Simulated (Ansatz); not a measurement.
A relaxation computed with Ansatz, from input to last step.

```yaml
crystal:
  lattice:
    - [6.9063642167, 0.0, 0.0]
    - [0.0, 6.9063642167, 0.0]
    - [0.0, 0.0, 6.9063642167]
  atoms:
    - { symbol: Si, position: [0.2883366859, 0.2883366859, 0.2883366859] }
    - { symbol: Si, position: [0.2116633141, 0.7116633141, 0.7883366859] }
    - { symbol: Si, position: [0.7883366859, 0.2116633141, 0.7116633141] }
    - { symbol: Si, position: [0.7116633141, 0.7883366859, 0.2116633141] }
    - { symbol: Si, position: [1.024150659, 1.024150659, 1.024150659] }
    - { symbol: Si, position: [0.475849341, -0.024150659, 0.524150659] }
    - { symbol: Si, position: [0.524150659, 0.475849341, -0.024150659] }
    - { symbol: Si, position: [-0.024150659, 0.524150659, 0.475849341] }
    - { symbol: O, position: [0.156014603, 0.156014603, 0.156014603] }
    - { symbol: O, position: [0.343985397, 0.843985397, 0.656014603] }
    - { symbol: O, position: [0.656014603, 0.343985397, 0.843985397] }
    - { symbol: O, position: [0.843985397, 0.656014603, 0.343985397] }
    - { symbol: O, position: [0.638429402, 0.6691514714, 0.0285888738] }
    - { symbol: O, position: [0.861570598, 0.3308485286, 0.5285888738] }
    - { symbol: O, position: [0.138429402, 0.8308485286, 0.9714111262] }
    - { symbol: O, position: [0.361570598, 0.1691514714, 0.4714111262] }
    - { symbol: O, position: [0.0285888738, 0.638429402, 0.6691514714] }
    - { symbol: O, position: [0.5285888738, 0.861570598, 0.3308485286] }
    - { symbol: O, position: [0.9714111262, 0.138429402, 0.8308485286] }
    - { symbol: O, position: [0.4714111262, 0.361570598, 0.1691514714] }
    - { symbol: O, position: [0.6691514714, 0.0285888738, 0.638429402] }
    - { symbol: O, position: [0.3308485286, 0.5285888738, 0.861570598] }
    - { symbol: O, position: [0.8308485286, 0.9714111262, 0.138429402] }
    - { symbol: O, position: [0.1691514714, 0.4714111262, 0.361570598] }
basis:
  ecutwfc: 420
kpoints:
  mp_grid: { grid: [4, 4, 4] }
hamiltonian:
  xc: lda
scf:
  occupations: { method: gaussian, width: 0.02 }
output:
  forces: true
  stress: true
  eigenvalues: true
  write_density: true
  write_potential: true
  elf: true
  volumetric_format: npy
relax:
  adjacent_minimum: "off"
  f_tol: 0.01
  max_steps: 30
```

```bash
ansatz run input.yaml --threads 4 --pin off --max-ram 10240MiB --backend cpu --events-out ev --progress --plain --runs-dir out
```

Theory: Ansatz 0.2.0, DFT LDA, scalar-relativistic, plane waves, PAW.

The volume is held at 0.94 times that of the relaxed cell.

Of 5 frames 4 are shown, positions in Å and forces in eV/Å; the SCF threshold varies from step to step.

```xyz
24
Lattice="6.9064 0.0000 0.0000 0.0000 6.9064 0.0000 0.0000 0.0000 6.9064" Properties=species:S:1:pos:R:3:forces:R:3 pbc="T T T" step=1 free_energy_over_end_meV_per_atom=7.27
Si    1.9914    1.9914    1.9914    0.0319    0.0319    0.0319
Si    1.4618    4.9150    5.4445   -0.0319   -0.0319    0.0319
Si    5.4445    1.4618    4.9150    0.0319   -0.0319   -0.0319
Si    4.9150    5.4445    1.4618   -0.0319    0.0319   -0.0319
Si    7.0732    7.0732    7.0732    0.0003    0.0003    0.0003
Si    3.2864   -0.1668    3.6200   -0.0003   -0.0003    0.0003
Si    3.6200    3.2864   -0.1668    0.0003   -0.0003   -0.0003
Si   -0.1668    3.6200    3.2864   -0.0003    0.0003   -0.0003
O     1.0775    1.0775    1.0775    0.0257    0.0257    0.0257
O     2.3757    5.8289    4.5307   -0.0257   -0.0257    0.0257
O     4.5307    2.3757    5.8289    0.0257   -0.0257   -0.0257
O     5.8289    4.5307    2.3757   -0.0257    0.0257   -0.0257
O     4.4092    4.6214    0.1974    0.1011    0.1840   -0.3510
O     5.9503    2.2850    3.6506   -0.1011   -0.1840   -0.3510
O     0.9560    5.7381    6.7089    0.1011   -0.1840    0.3510
O     2.4971    1.1682    3.2557   -0.1011    0.1840    0.3510
O     0.1974    4.4092    4.6214   -0.3510    0.1011    0.1840
O     3.6506    5.9503    2.2850   -0.3510   -0.1011   -0.1840
O     6.7089    0.9560    5.7381    0.3510    0.1011   -0.1840
O     3.2557    2.4971    1.1682    0.3510   -0.1011    0.1840
O     4.6214    0.1974    4.4092    0.1840   -0.3510    0.1011
O     2.2850    3.6506    5.9503   -0.1840   -0.3510   -0.1011
O     5.7381    6.7089    0.9560   -0.1840    0.3510    0.1011
O     1.1682    3.2557    2.4971    0.1840    0.3510   -0.1011
24
Lattice="6.9064 0.0000 0.0000 0.0000 6.9064 0.0000 0.0000 0.0000 6.9064" Properties=species:S:1:pos:R:3:forces:R:3 pbc="T T T" step=2 free_energy_over_end_meV_per_atom=3.90
Si    2.0027    2.0027    2.0027    0.0091    0.0091    0.0091
Si    1.4505    4.9037    5.4558   -0.0091   -0.0091    0.0091
Si    5.4558    1.4505    4.9037    0.0091   -0.0091   -0.0091
Si    4.9037    5.4558    1.4505   -0.0091    0.0091   -0.0091
Si    7.0794    7.0794    7.0794    0.0091    0.0091    0.0091
Si    3.2802   -0.1730    3.6262   -0.0091   -0.0091    0.0091
Si    3.6262    3.2802   -0.1730    0.0091   -0.0091   -0.0091
Si   -0.1730    3.6262    3.2802   -0.0091    0.0091   -0.0091
O     1.0863    1.0863    1.0863   -0.0306   -0.0306   -0.0306
O     2.3669    5.8200    4.5395    0.0306    0.0306   -0.0306
O     4.5395    2.3669    5.8200   -0.0306    0.0306    0.0306
O     5.8200    4.5395    2.3669    0.0306   -0.0306    0.0306
O     4.4068    4.6286    0.1798    0.0839    0.1653   -0.2680
O     5.9527    2.2778    3.6330   -0.0839   -0.1653   -0.2680
O     0.9537    5.7310    6.7266    0.0839   -0.1653    0.2680
O     2.4995    1.1754    3.2734   -0.0839    0.1653    0.2680
O     0.1798    4.4068    4.6286   -0.2680    0.0839    0.1653
O     3.6330    5.9527    2.2778   -0.2680   -0.0839   -0.1653
O     6.7266    0.9537    5.7310    0.2680    0.0839   -0.1653
O     3.2734    2.4995    1.1754    0.2680   -0.0839    0.1653
O     4.6286    0.1798    4.4068    0.1653   -0.2680    0.0839
O     2.2778    3.6330    5.9527   -0.1653   -0.2680   -0.0839
O     5.7310    6.7266    0.9537   -0.1653    0.2680    0.0839
O     1.1754    3.2734    2.4995    0.1653    0.2680   -0.0839
24
Lattice="6.9064 0.0000 0.0000 0.0000 6.9064 0.0000 0.0000 0.0000 6.9064" Properties=species:S:1:pos:R:3:forces:R:3 pbc="T T T" step=3 free_energy_over_end_meV_per_atom=2.13
Si    2.0325    2.0325    2.0325   -0.3124   -0.3124   -0.3124
Si    1.4207    4.8738    5.4857    0.3124    0.3124   -0.3124
Si    5.4857    1.4207    4.8738   -0.3124    0.3124    0.3124
Si    4.8738    5.4857    1.4207    0.3124   -0.3124    0.3124
Si    7.0965    7.0965    7.0965   -0.4472   -0.4472   -0.4472
Si    3.2630   -0.1902    3.6433    0.4472    0.4472   -0.4472
Si    3.6433    3.2630   -0.1902   -0.4472    0.4472    0.4472
Si   -0.1902    3.6433    3.2630    0.4472   -0.4472    0.4472
O     1.0979    1.0979    1.0979    0.6106    0.6106    0.6106
O     2.3552    5.8084    4.5511   -0.6106   -0.6106    0.6106
O     4.5511    2.3552    5.8084    0.6106   -0.6106   -0.6106
O     5.8084    4.5511    2.3552   -0.6106    0.6106   -0.6106
O     4.4045    4.6546    0.1299   -0.1025   -0.1622   -0.0668
O     5.9551    2.2518    3.5831    0.1025    0.1622   -0.0668
O     0.9513    5.7049    6.7765   -0.1025    0.1622    0.0668
O     2.5019    1.2014    3.3233    0.1025   -0.1622    0.0668
O     0.1299    4.4045    4.6546   -0.0668   -0.1025   -0.1622
O     3.5831    5.9551    2.2518   -0.0668    0.1025    0.1622
O     6.7765    0.9513    5.7049    0.0668   -0.1025    0.1622
O     3.3233    2.5019    1.2014    0.0668    0.1025   -0.1622
O     4.6546    0.1299    4.4045   -0.1622   -0.0668   -0.1025
O     2.2518    3.5831    5.9551    0.1622   -0.0668    0.1025
O     5.7049    6.7765    0.9513    0.1622    0.0668   -0.1025
O     1.2014    3.3233    2.5019   -0.1622    0.0668    0.1025
24
Lattice="6.9064 0.0000 0.0000 0.0000 6.9064 0.0000 0.0000 0.0000 6.9064" Properties=species:S:1:pos:R:3:forces:R:3 pbc="T T T" step=5 free_energy_over_end_meV_per_atom=0.00
Si    2.0231    2.0231    2.0231   -0.0090   -0.0090   -0.0090
Si    1.4300    4.8832    5.4763    0.0090    0.0090   -0.0090
Si    5.4763    1.4300    4.8832   -0.0090    0.0090    0.0090
Si    4.8832    5.4763    1.4300    0.0090   -0.0090    0.0090
Si    7.0869    7.0869    7.0869    0.0066    0.0066    0.0066
Si    3.2726   -0.1806    3.6338   -0.0066   -0.0066    0.0066
Si    3.6338    3.2726   -0.1806    0.0066   -0.0066   -0.0066
Si   -0.1806    3.6338    3.2726   -0.0066    0.0066   -0.0066
O     1.0997    1.0997    1.0997    0.0030    0.0030    0.0030
O     2.3535    5.8067    4.5529   -0.0030   -0.0030    0.0030
O     4.5529    2.3535    5.8067    0.0030   -0.0030   -0.0030
O     5.8067    4.5529    2.3535   -0.0030    0.0030   -0.0030
O     4.4019    4.6527    0.1352   -0.0026    0.0033    0.0010
O     5.9577    2.2536    3.5884    0.0026   -0.0033    0.0010
O     0.9487    5.7068    6.7712   -0.0026   -0.0033   -0.0010
O     2.5045    1.1995    3.3180    0.0026    0.0033   -0.0010
O     0.1352    4.4019    4.6527    0.0010   -0.0026    0.0033
O     3.5884    5.9577    2.2536    0.0010    0.0026   -0.0033
O     6.7712    0.9487    5.7068   -0.0010   -0.0026   -0.0033
O     3.3180    2.5045    1.1995   -0.0010    0.0026    0.0033
O     4.6527    0.1352    4.4019    0.0033    0.0010   -0.0026
O     2.2536    3.5884    5.9577   -0.0033    0.0010    0.0026
O     5.7068    6.7712    0.9487   -0.0033   -0.0010   -0.0026
O     1.1995    3.3180    2.5045    0.0033   -0.0010    0.0026
```

The run took 25 s on 4 threads of Oxide Virtual Turin-like Processor (Zen 5) (shared host), peak memory 0.95 GiB.